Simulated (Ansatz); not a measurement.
# Data sheet: Nb2AlB2 (DFT)

Nb$_{2}$AlB$_{2}$:
```xyz
5
Lattice="3.0966 0.0000 0.0000 -1.5483 2.6818 0.0000 0.0000 0.0000 7.5343" Properties=species:S:1:pos:R:3 pbc="T T T"
Nb     0.0000     1.7878     5.3251
Nb     0.0000     1.7878     2.2091
Al     0.0000     0.0000     0.0000
B      0.0000     0.0000     3.7671
B      1.5483     0.8939     3.7671
```

Space group P-6m2 (No. 187); conventional cell a = b = 3.0966 Å, c = 7.5343 Å, α = β = 90.00°, γ = 120.00°.

Method: PBEsol (plane waves, PAW; program Ansatz). Geometry: relaxed at this level of theory. Other levels are named where they apply.

### Cell and energy

| Item | Value |
|---|---|
| Volume per atom | 12.51 Å³ |
| Density | 6.22 g/cm³ |
| Formation energy from the elements (no fitted shifts) | -0.67 eV/atom |

### Electronic structure

| Item | Result |
|---|---|
| Electronic character | metallic (no gap) |
| Density of states at the Fermi level | 0.35 states/eV per atom (mean over ±0.08 eV) |
| Gap with spin–orbit coupling | none (metallic) |

### Mechanics

| Item | Value |
|---|---|
| Bulk modulus (Birch–Murnaghan fit) | 191 GPa |
| Pressure derivative B′ | 4.4 |

### Phonons

| Item | Result |
|---|---|
| Highest zone-centre frequency | 786 cm⁻¹ |
| Zone-centre stability | no imaginary mode at Γ |

The start of the workflow was typed in or built on a structure type; neither database checked (COD, Materials Project) lists it. Its standing as an ambient phase is unchecked. The cell was relaxed with PBEsol under the symmetry of its start. No spin polarisation was allowed. As this level gives no gap, phonon frequencies hold no LO–TO term and depend on the k-mesh and smearing (Fermi–Dirac, 0.1 eV here). The references are the lowest solids computed at this level, not always the standard phases. Scalar-relativistic: spin–orbit coupling is off unless named, which matters more the heavier the elements.

Potentials: the earlier of the program's two PAW sets. The files were generated under PBE; for other functionals the program regenerates the frozen cores, and for LDA and PBEsol the local potential too.
